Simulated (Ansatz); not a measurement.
BaTe (rock salt), relaxed and computed with several functionals in Ansatz (plane waves, PAW). Much of their spread follows the volume that each gives.

```csv
functional,V (Å³/atom),B₀ by P(V) fit (GPa)
PBE,44.07,?
LDA,40.46,35.3
r²SCAN,44.05,30.6
HSE06,43.71,30.2
```

Task: Fit a straight line to ln B₀ against ln V and predict the withheld value.

Result: Least squares on the 3 shown rows: ln B₀ = -1.82 × ln V + (10.297), with a scatter of 1 %. For PBE this gives 30.2. The run itself gave 28.6, outside the scatter: the line misses something about this case.

All cells were relaxed under the symmetry of their starts (and spin orders); stability against distortions was not tested throughout. Scalar-relativistic: spin–orbit coupling is off unless named, which matters more the heavier the elements.

Potentials: the later of the program's two PAW sets.

Ansatz (an electronic-structure program) is a plane-wave DFT program.
